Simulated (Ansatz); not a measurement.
Given:

CuI:
Space group F-43m (No. 216); a = b = c = 6.0790 Å, α = β = γ = 90.00°

```
atom  site  symmetry       x       y       z
----  ----  --------  ------  ------  ------
Cu      4c      -43m  0.2500  0.2500  0.2500
I       4a      -43m  0.0000  0.0000  0.0000
```
(The calculation used a cell of 2 atoms; values per cell refer to that cell.)

This is the PBE-relaxed structure.

Task: All from plane-wave PAW PBE (Ansatz code), unless another level is named. Give the Young's modulus.

Result: 40.3 GPa.

Task: Next, the vibrational entropy at 300 K?

Result: 47.2 J/(K·mol of atoms).

Task: Predict the elastic constants (relaxed ions, GPa).

Result: C11 = 50.8, C12 = 33.1, C44 = 21.7.

Symmetry was held in the PBE relaxation; phonons on a q-mesh show no instability. No spin polarisation was allowed. Scalar-relativistic: spin–orbit coupling is off unless named, which matters more the heavier the elements.

Potentials: the later of the program's two PAW sets.
